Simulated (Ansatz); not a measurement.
**Mg2ZnTe4: input and output**

input.yaml (Ansatz 0.2.0)

```yaml
crystal:
  lattice:
    - [0.0, 6.031541, 0.0]
    - [6.031541, 0.0, 0.0]
    - [3.01577, 3.01577, -6.14267]
  atoms:
    - { symbol: Mg, position: [0.5, 0.5, 0.0] }
    - { symbol: Zn, position: [0.0, 0.0, 0.0] }
    - { symbol: Mg, position: [0.75, 0.25, 0.5] }
    - { symbol: Te, position: [0.375, 0.375, 0.75] }
    - { symbol: Te, position: [0.625, 0.125, 0.25] }
    - { symbol: Te, position: [0.875, 0.875, 0.75] }
    - { symbol: Te, position: [0.125, 0.625, 0.25] }
  symmetry: { tolerance: 0.0003 }
kpoints:
  mp_grid: { grid: [6, 6, 6], shift: [0, 0, 0] }
  band_path:
    path:
      - [0.0, 0.0, 0.0]
      - [0.5, -0.5, 0.0]
      - [0.5, -0.5, 0.25]
      - [0.0, -0.5, 0.0]
      - [0.0, 0.0, 0.0]
      - [0.0, 0.0, 0.5]
      - [0.0, -0.37948192, 0.31025904]
      - [0.0, -0.62051808, -0.31025904]
      - [0.0, 0.0, 0.0]
      - [0.5, -0.5, 0.0]
      - [0.37948192, -0.62051808, -0.12051808]
    npoints: 6
magnetization:
  spin_polarized: false
scf:
  occupations: { method: fermi_dirac, width: 0.033 }
  lower_state_search: "off"
  max_iter: 200
hamiltonian:
  pseudopotentials: { kind: paw }
  xc: pbe
basis:
  ecutwfc: 420
  fft_grid_basis: typed
output:
  forces: true
  stress: true
  eigenvalues: true
  bader: true
  populations: true
  elf: true
  write_potential: true
  volumetric_format: npy
  dos:
    e_range: [-12, 8]
    de: 0.05
    projected: { site_lists: { Mg: [Mg], Te: [Te], Zn: [Zn] } }
checkpoint:
  read: saved_state
```

The saved state is an earlier solution for the same cell, perhaps on another mesh. 

Output (shortened):

```
Pseudopotentials: kind: paw
Pseudopotential: Mg, paw, valence charge 10, recommended cutoff 420 eV (normal), Mg.paw.azcp
Pseudopotential: Zn, paw, valence charge 12, recommended cutoff 420 eV (normal), Zn.paw.azcp
Pseudopotential: Te, paw, valence charge 16, recommended cutoff 420 eV (normal), Te.paw.azcp
Functional definition: PBE
  exchange = pbe_x(kappa = kappa, mu = beta*pi^2/3)
  correlation = pbe_c(beta = beta)
Crystal: 7 atoms, lattice volume = 223.467 Å³
Basis set: ecut = 420 eV, 4357 PW (Γ), exchange–correlation on 90×90×100 points (8 copies of the dense FFT grid, shifted against one another)
Bands: 58, of which v1, the nominal top of the filled ones, is band 48 counted from 1 (47 counted from 0)
Symmetry: 4 space group operations
Space group: I-4 (ITA 82), of the structure as read, at distance tolerance 1.8e-3 Å
k-points: 36 of 216 (time reversal used)
Initial density: read from a saved state, or passed on in memory by an earlier SCF of this step, an earlier step, the calling program or the single point that the run made first
Functional: x = pbe(κ = 0.804, μ = 0.2195), c = pbe(β = 0.0667)
SCF iter   1: F=—  Δρ=3.93e-4  dr2=4.00e-4
SCF iter   2: F=—  Δρ=1.99e-4  dr2=6.08e-5
SCF iter   3: F=—  Δρ=1.18e-4  dr2=2.16e-5
SCF iter   4: F=—  Δρ=3.22e-5  dr2=3.43e-6
SCF iter   5: F=—  Δρ=1.01e-5  dr2=3.61e-7
SCF iter   6: F=-35088.4394 eV  Δρ=4.83e-6  dr2=5.18e-8
Free energy (F): -35088.4394 eV
Harris-Foulkes:  -35088.4394 eV  (|F-HF|=3.47e-8)
Internal energy: -35088.4123 eV  (E = F + TS)
E sigma→0 (E₀):  -35088.4258 eV
Entropy (-TS):   -0.0272 eV (-3.879 meV/atom)
Fermi energy:    5.4416 eV
--- Per-component energies (eV) ---
  E_band       = -1885.5995
  E_kinetic    = 1007.9225
  E_local      = -11519.0398  (includes V_loc(G=0)·N_el)
  E_nonlocal   = -435.2234
  E_hartree    = 5787.8858
  E_xc         = -692.7883
  E_vxc        = -543.8494  (∫ρ·V_xc dr)
  E_paw        = -21061.4394  (= ΣΔE_a)
  E_vpaw       = -1971.1864  (= ΣTr[D̂ρ^β])
  E_aug_tail   = -0.0012  (compensation charges beyond the density's cutoff)
  E_ewald      = -8175.7285
  E_smearing   = -0.0272  (= −TS)
--- Stress (GPa, compression-positive) ---
        4.4262       0.0000       0.0000
        0.0000       4.4262       0.0000
        0.0000       0.0000       5.5723
  P = ⅓ Tr σ = 4.8082 GPa (48.082 kbar)
```

Origin: a known structure type with other elements, at an estimated volume, so it need not be a known compound.
